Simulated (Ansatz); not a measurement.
# What is wrong with this input? (Ga3Sb)

Someone meant to compute Ga3Sb with PBE, plane waves and PAW in Ansatz and wrote this input.

```yaml
crystal:
  lattice:
    - [-2.158799, 2.158799, 4.760484]
    - [2.158799, -2.158799, 4.760484]
    - [2.158799, 2.158799, -4.760484]
  atoms:
    - { symbol: Ga, position: [0.75, 0.25, 0.5] }
    - { symbol: Ga, position: [0.25, 0.75, 0.5] }
    - { symbol: Ga, position: [0.5, 0.5, 0.0] }
    - { symbol: Sb, position: [0.0, 0.0, 0.0] }
basis:
  ecutwfc: 420
kpoints:
  mp_grid: { grid: [14, 14, 14] }
hamiltonian:
  xc: pbe
scf:
  occupations: { method: gaussian, width: 0.1 }
  max_iter: 3
output:
  forces: true
  stress: true
  eigenvalues: true
```

Command:

```bash
ansatz run input.yaml --threads 1 --pin off --max-ram 2560MiB --backend cpu --events-out ev --progress --plain --runs-dir out
```

Output, shortened (HF is the Harris–Foulkes energy, dr2 the density residual in eV):

```text
Pseudopotential: Ga, paw, valence charge 13, recommended cutoff 420 eV (normal)
Pseudopotential: Sb, paw, valence charge 15, recommended cutoff 420 eV (normal)
Crystal: 4 atoms, lattice volume = 88.743 Å³
Basis set: ecut = 420 eV, 1743 PW (Γ), exchange–correlation on 80×80×80 points (8 copies of the dense FFT grid, shifted against one another)
Bands: 33, of which v1, the nominal top of the filled ones, is band 27 counted from 1 (26 counted from 0)
Symmetry: 16 space group operations
Space group: I4/mmm (ITA 139), of the structure as read, at distance tolerance 4.5e-5 Å
k-points: 244 of 2744
Initial density: superposition of atomic densities, corrected by the library's trained network
SCF iter   1: HF=-17833.241652 eV  Δρ=1.18e-3  dr2=8.84e-4
SCF iter   2: HF=-17833.241742 eV  Δρ=7.43e-4  dr2=3.88e-4
SCF iter   3: HF=-17833.241760 eV  Δρ=1.24e-4  dr2=1.10e-5
Error: did not converge after 3 iterations: dr2 = 1.10e-5 (threshold 1.00e-7), under the density mixer `msr1`, which `scf.mixing.algorithm: auto` chose by the deck's other keys (type `scf.mixing.algorithm: msr1` to keep it); raise `scf.max_iter`, which need not help a stalled SCF …
```

Question: What is wrong, and how is it cured?

Answer: The fault is too few SCF iterations allowed. The limit came before the density residual met its threshold. The cure is a higher or no limit.

Mended input, as a difference:

```diff
 scf:
-  max_iter: 3
```

With the mended input the run converges and gives a pressure of -0.46 GPa, no gap.

The mended run took 45 s on 1 thread of Arm Neoverse V2, on a shared host, peak memory 0.72 GiB.